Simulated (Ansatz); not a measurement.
## Y (hcp)

The computed numbers are results of PBE, scalar-relativistic (no spin polarisation) in the plane-wave PAW code Ansatz at 420 eV, Γ-centred 14×14×8 mesh, 0.05 eV Gaussian smearing. The datasets are Ansatz's generated set soft_2.

```yaml
crystal:
  lattice:
    - [3.65746, 0.00000, 0.00000]
    - [-1.82873, 3.16745, 0.00000]
    - [0.00000, 0.00000, 5.66965]
  atoms:
    - { symbol: Y, position: [0.33333, 0.66667, 0.75000] }
    - { symbol: Y, position: [0.66667, 0.33333, 0.25000] }
```

The cell is relaxed to zero pressure at this level.

Path: Γ–M–K–Γ–A–L–H–A | L–M | H–K, with Γ = (0.000, 0.000, 0.000), M = (0.500, 0.000, 0.000), K = (0.333, 0.333, 0.000), A = (0.000, 0.000, 0.500), L = (0.500, 0.000, 0.500), H = (0.333, 0.333, 0.500) in reciprocal vectors of the calculation's cell.

Question: Is it a metal or an insulator, and if it has a gap, where are the band edges on this path?

Answer: A metal: bands cross the Fermi level.

Bands as a text map, energy in eV from the Fermi level (dashes), each leg drawn with the same width:
```
  5.57 |  *  ********  *                    **      *        ******    *   
  5.14 | **** ***************             ***        *    *********     ***
  4.71 |**    *   *******   ********    **   ***** ** *        *    *******
  4.29 |     *         * *         ******         *  *****    *    *   *   
  3.86 |    **          **        *                          *        *    
  3.43 |    *            **      *                          *        *     
  3.00 |   *              **  ***            **            *        *      
  2.57 |****          *    ***          *****  *******    **       ********
  2.14 |****  ******** *  ********     *              **    **  ***        
  1.71 |** ***          ***************                 **   ***           
  1.29 | *    ************  *     **  ********        **  ***   ***       *
  0.86 |***            *   ************       *     **  **            **** 
  0.43 |  ***             **           **     ******  **           ***     
  0.00 |---*-*****-------**--------------*****--**-***----****--***--------
 -0.43 |    **    ********                       **           **   ********
 -0.86 |    ************  *                     *  *            ***     ***
 -1.29 |  **   ** **   *   *                 ***    *       *******        
 -1.71 |**     ***      *   ****         ****        *    *********        
 -2.14 |      *                 **      *             *                    
 -2.57 |     *           *        *    *               *                   
 -3.00 |    *                      ****                 **                 
 -3.43 |                  *        *                                       
 -3.86 |   *                      *                                        
 -4.29 |  *                **   **                                         
 -4.71 |**                   ***                                           
 -5.14 |                                                                   
 -5.57 |                                                                   
 -6.00 |                                                                   
        Γ      M      K      Γ      A      L      H      AL       MH      K
```

It took about 28 core-seconds on a shared host.
